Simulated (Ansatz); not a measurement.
PtSe$_{2}$:
```yaml
crystal:
  lattice:
    - [5.78062, 0.00000, 0.00000]
    - [0.00000, 5.78062, 0.00000]
    - [0.00000, 0.00000, 4.02341]
  atoms:
    - { symbol: Pt, position: [0.00000, 0.00000, 0.00000] }
    - { symbol: Pt, position: [0.50000, 0.50000, 0.50000] }
    - { symbol: Se, position: [0.31017, 0.31017, 0.00000] }
    - { symbol: Se, position: [0.81017, 0.18983, 0.50000] }
    - { symbol: Se, position: [0.18983, 0.81017, 0.50000] }
    - { symbol: Se, position: [0.68983, 0.68983, 0.00000] }
```

Relaxed with PBE. Special points in fractions of this cell's reciprocal vectors: Γ (0.000, 0.000, 0.000); X (0.000, 0.500, 0.000); M (0.500, 0.500, 0.000); Z (0.000, 0.000, 0.500); R (0.000, 0.500, 0.500); A (0.500, 0.500, 0.500).

Problem. List the band energies nearest the Fermi level at these points for PBE in the plane-wave PAW code Ansatz.

Solution. In eV from the Fermi level; about four levels below and three above (degenerate sets whole), none deeper than 8.9 eV; points with the same levels are listed once.

| k | below | above |
|---|---|---|
| Γ | -3.03 -3.03 -1.62 -0.92 -0.58 | 0.22 0.22 0.49 |
| X | -1.23 -1.23 -0.49 -0.49 | 2.03 2.03 2.09 2.09 |
| M | -1.00 -1.00 -0.31 -0.31 | 0.35 0.35 2.28 2.28 |
| Z | -0.86 -0.86 -0.01 -0.01 | 0.15 0.15 0.72 0.72 |
| R | -0.83 -0.83 0.00 0.00 | 3.19 3.19 6.43 6.43 |
| A | -0.26 -0.26 -0.12 -0.12 | 0.88 0.88 0.91 0.91 |

Space group P4_2/mnm (rutile). The cell is a constructed one: a structure type filled with these elements; neither database checked (COD, Materials Project) lists it. COD files the formula under space group No. 164, so this cell is another polymorph or a model. Whether it is the stable phase at ambient conditions was not checked. Symmetry was held in the PBE relaxation; its stability against distortions is not shown here. No spin polarisation was allowed. Scalar-relativistic: spin–orbit coupling is off unless named, which matters more the heavier the elements.

Potentials: the later of the program's two PAW sets.
